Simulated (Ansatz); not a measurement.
Molecular dynamics on a 1×1×1 supercell (6 atoms) of Au2S (Pn-3m), relaxed with r2SCAN. Forces come from r2SCAN in Ansatz: a Langevin thermostat at fixed volume, 100 K, steps of 2 fs. Spin polarisation is off, nuclei are classical, and the run is far too short for thermal averages.

```yaml
crystal:
  lattice:
    - [5.2798264155, 0.0, 0.0]
    - [0.0, 5.2798264155, 0.0]
    - [0.0, 0.0, 5.2798264155]
  atoms:
    - { symbol: S, position: [0.0, 0.0, 0.0] }
    - { symbol: S, position: [0.5, 0.5, 0.5] }
    - { symbol: Au, position: [0.25, 0.25, 0.25] }
    - { symbol: Au, position: [0.25, 0.75, 0.75] }
    - { symbol: Au, position: [0.75, 0.75, 0.25] }
    - { symbol: Au, position: [0.75, 0.25, 0.75] }
kpoints:
  mp_grid: { grid: [4, 4, 4] }
hamiltonian:
  xc: r2scan
scf:
  occupations: { method: fermi_dirac, width: 0.02 }
md:
  ensemble: nvt_langevin
  temperature: 100
  timestep: 2.0
  n_steps: 20
  initial_velocities: maxwell_boltzmann
  seed: 1188
```

Command: `ansatz run input.yaml --threads 4 --pin off --max-ram 4608MiB --backend cpu --events-out ev --progress --plain --runs-dir out`. It took 6.2 min on 4 threads of Arm Neoverse N1, on a shared host, load about 0.9 per core; peak host memory 1 GiB.

```
step  t (fs)  T (K)  free energy F from step 0 (meV/atom)  kinetic energy (meV/atom)  largest force (eV/Å)
   0       0     83                                   0.0                       10.8                  0.00
   1       2     68                                   0.1                        8.7                  0.11
   2       4     73                                   0.3                        9.4                  0.20
   3       6     75                                   0.7                        9.7                  0.29
   4       8     73                                   1.2                        9.4                  0.38
   5      10     65                                   1.8                        8.4                  0.45
   6      12     72                                   2.5                        9.4                  0.52
   7      14     83                                   3.1                       10.8                  0.58
   8      16     65                                   3.7                        8.5                  0.62
   9      18     62                                   4.2                        8.0                  0.65
  10      20     63                                   4.7                        8.2                  0.66
  11      22     52                                   5.1                        6.7                  0.71
  12      24     54                                   5.3                        7.0                  0.73
  13      26     59                                   5.2                        7.7                  0.72
  14      28     70                                   4.8                        9.0                  0.68
  15      30     88                                   4.3                       11.4                  0.61
  16      32    100                                   3.8                       12.9                  0.53
  17      34    113                                   3.4                       14.6                  0.44
  18      36     99                                   3.2                       12.8                  0.44
  19      38    101                                   3.3                       13.1                  0.49
  20      40     94                                   3.6                       12.1                  0.54
```

The temperature starts at 83 K, is lowest at step 11 (52 K, 22 fs) and ends at 94 K. The atoms start on their lattice sites with kinetic energy alone, so much of it first passes into potential energy. The first value is 5/6 of the setting, since velocities are drawn without the motion of the centre of mass and T is counted over all atoms. By the last step the atoms have moved 0.03 Å in the root mean square, the drift of the whole cell taken out, 0.05 Å at most.

Positions (Å) and forces (eV/Å) at step 20:
```
S    0.009  -0.012  -0.001    -0.131   0.218   0.027
S    2.662   2.631   2.646    -0.313   0.160  -0.084
Au   1.319   1.301   1.305     0.300   0.241   0.248
Au   1.309   3.943   3.991     0.309  -0.314  -0.312
Au   3.953   4.012   1.329    -0.165  -0.313   0.194
Au   3.984   1.318   3.966    -0.001   0.008  -0.072
```
